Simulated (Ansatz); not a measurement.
Ba2YReO6 (space group Fm-3m)

```xyz
10
Lattice="0.0000 4.1565 4.1565 4.1565 0.0000 4.1565 4.1565 4.1565 0.0000" Properties=species:S:1:pos:R:3 pbc="T T T"
Ba     6.2347     6.2347     6.2347
Ba     2.0782     2.0782     2.0782
Y      4.1565     4.1565     4.1565
Re     0.0000     0.0000     0.0000
O      4.1565     4.1565     6.3663
O      4.1565     4.1565     1.9467
O      6.3663     4.1565     4.1565
O      1.9467     4.1565     4.1565
O      4.1565     6.3663     4.1565
O      4.1565     1.9467     4.1565
```

E(V) scan at fixed shape, V₀ the volume above. The atoms relax within the cell's symmetry.

Calculation: PBEsol (plane waves to 420 eV, PAW, scalar-relativistic; Ansatz, a program for electronic structure). k mesh 10×10×10 (Γ-centred), Fermi-Dirac smearing 0.05 eV. E stands for the smeared free energy. Stress and pressure are positive under compression. Ba2YReO6 is run without spin polarisation and with no Hubbard U. Ba2YReO6 was relaxed with its symmetry unable to fall. Spin-orbit coupling is left out, though Re is heavy. ΔE is measured from the relaxed starting cell. The last digit holds for this mesh only.

| V (Å³/atom) | ΔE (meV/atom) |
|---|---|
| 12.064 | 246.4 |
| 12.447 | 161.5 |
| 12.830 | 97.7 |
| 13.213 | 52.0 |
| 13.596 | withheld |
| 13.979 | 5.2 |
| 14.362 | 0.0 |
| 14.745 | 4.7 |
| 15.128 | 17.9 |
| 15.511 | 38.4 |
| 15.894 | 65.2 |
| 16.277 | 97.4 |
| 16.660 | 134.1 |

Task: Fit a third-order Birch-Murnaghan form (E₀, V₀, B₀, B₀′ free) to the given rows and predict ΔE at V = 13.596.

Result: Least squares on the 12 given rows: ΔE = E₀ + (9V₀B₀/16)·y²·[2 + (B₀′ − 4)y], y = (V₀/V)^(2/3) − 1, with V₀ = 14.363 Å³/atom, B₀ = 154.6 GPa (160.2 GPa = 1 eV/Å³; the term in eV is multiplied by 1000), B₀′ = 4.64, E₀ = 0.05 meV/atom; root-mean-square residual 0.06 meV/atom. At 13.596 the fit gives 22.0 meV/atom; the calculation gives 21.9 meV/atom, so the interpolation is off by 0.1 (+0.5 %). For the pressure the fit gives 9.6 GPa against the computed 9.7 GPa.

(A scan under strain: stresses follow from slopes of the energy per volume, elastic moduli from its curvatures.)
